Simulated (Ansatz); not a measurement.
HfCo$_{7}$:
```cif
data_Co7Hf
_chemical_formula_sum 'Hf1 Co7'
_space_group_name_H-M_alt 'P 1'
_space_group_IT_number 1
_cell_length_a 5.05479
_cell_length_b 5.05479
_cell_length_c 3.50234
_cell_angle_alpha 90.000
_cell_angle_beta 90.000
_cell_angle_gamma 90.000
loop_
_space_group_symop_operation_xyz
  'x, y, z'
loop_
_atom_site_label
_atom_site_type_symbol
_atom_site_fract_x
_atom_site_fract_y
_atom_site_fract_z
_atom_site_occupancy
Hf1 Hf 0.50000 0.50000 0.50000 1
Co1 Co 0.00000 0.00000 0.50000 1
Co2 Co 0.23001 0.23001 0.00000 1
Co3 Co 0.76999 0.76999 0.00000 1
Co4 Co 0.76999 0.23001 0.00000 1
Co5 Co 0.23001 0.76999 0.00000 1
Co6 Co 0.00000 0.50000 0.50000 1
Co7 Co 0.50000 0.00000 0.50000 1
```

Relaxed with r²SCAN.

### Question
Tabulate the valence density and the electron localisation function along the shortest Hf–Co contact (2.53 Å), plane-wave PAW r²SCAN (Ansatz code).

### Answer


| distance from Hf (Å) | density (e/Å³) | ELF |
|---|---|---|
| 0.25 | 27.02 | 0.82 |
| 0.38 | 19.13 | 0.84 |
| 0.51 | 11.81 | 0.83 |
| 0.63 | 6.41 | 0.77 |
| 0.76 | 3.12 | 0.63 |
| 0.88 | 1.43 | 0.40 |
| 1.01 | 0.70 | 0.22 |
| 1.14 | 0.43 | 0.15 |
| 1.26 | 0.36 | 0.18 |
| 1.39 | 0.39 | 0.22 |
| 1.52 | 0.51 | 0.24 |
| 1.64 | 0.80 | 0.26 |
| 1.77 | 1.55 | 0.30 |
| 1.90 | 3.24 | 0.40 |
| 2.02 | 7.21 | 0.60 |
| 2.15 | 15.91 | 0.83 |
| 2.27 | 31.14 | 0.95 |

The density is the valence pseudo-density with augmentation charge, so density and ELF within about 1 Å of a nucleus are not all-electron values.

Space group P4/mmm. The first step of the workflow began from a Materials Project structure, measured or hypothetical; the Crystallography Open Database copy checked does not list it. Whether it is the stable phase at ambient conditions was not checked. Symmetry was held in the r²SCAN relaxation; whether a distortion lowers the energy is not shown. The run is not spin-polarised. Its formation energy is positive at this level, so the cell may be metastable or incomplete. Scalar-relativistic: spin–orbit coupling is off unless named, which matters more the heavier the elements.

Potentials: the later of the program's two PAW sets.
